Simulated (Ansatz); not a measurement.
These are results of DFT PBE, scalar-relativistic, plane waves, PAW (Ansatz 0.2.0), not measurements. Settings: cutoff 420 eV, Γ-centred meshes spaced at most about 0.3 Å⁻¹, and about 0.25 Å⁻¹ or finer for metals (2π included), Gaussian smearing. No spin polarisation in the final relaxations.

These are static total energies at zero pressure.

Compare these two cells of BeCd2Se3, each relaxed at this level.

A.

```
Be Cd Se
1.0
     3.70491    0.00000    0.00000
     0.00000    3.70491    0.00000
     0.00000    0.00000   11.92980
Be Cd Se
1 2 3
Direct
  0.00000 0.00000 0.00000
  0.50000 0.00000 0.41030
  0.00000 0.50000 0.58970
  0.50000 0.00000 0.65048
  0.00000 0.50000 0.34952
  0.50000 0.50000 0.00000
```

B.

```
Be Cd Se
1.0
     4.01465    0.00000    0.00000
    -2.00733    3.47679    0.00000
     0.00000    0.00000    9.13393
Be Cd Se
1 2 3
Cartesian
  0.0000 0.0000 0.0000
  0.0000 2.3179 1.1826
  2.0073 1.1589 7.9514
  0.0000 0.0000 4.5670
  2.0073 1.1589 2.8645
  0.0000 2.3179 6.2694
```

Question: Which form is favoured at zero pressure, and by what margin per atom?

Answer: A is lower, by 0.37 eV/atom. A has space group P-4m2 (No. 115), 27.3 Å³/atom and no gap on its mesh; B has space group P-3m1 (No. 164), 21.2 Å³/atom and no gap. Counting Se atoms around Be and Cd (those within 1.25 times the shortest such distance or 1.15 times the sum of covalent radii; a plus sign parts nearer from farther groups; the shortest distance is added where it is long for a bond), A has Be 4 from 2.6 Å, Cd 5 and B has Be 6+2 from 3.7 Å, Cd 3. In A, around Be lie 4 Se at 2.62 Å; around Cd lie 5 Se at 2.72–2.87 Å; Se on a site of symmetry 2mm has 5 Cd at 2.72–2.87 Å; 1 more site not described. In B, Be has 6 Cd at 2.60 Å; Cd is surrounded by 3 Be at 2.60 Å, 3 Se at 2.86 Å and 3 Cd at 3.31 Å; Se on a site of symmetry -3m has 6 Se at 2.88 Å; 1 more site not described. Both come from invented guesses. A third cell relaxed alike, in P4mm, lies 44 meV/atom below the lower of the two.

Weakly bound directions are ill-defined at this level, which has no dispersion term (P-4m2), and this can change margins and order among such cells. The zero gap of P-4m2 may come from the functional, which often closes small gaps. Cells relaxed within their symmetry can be saddle points.
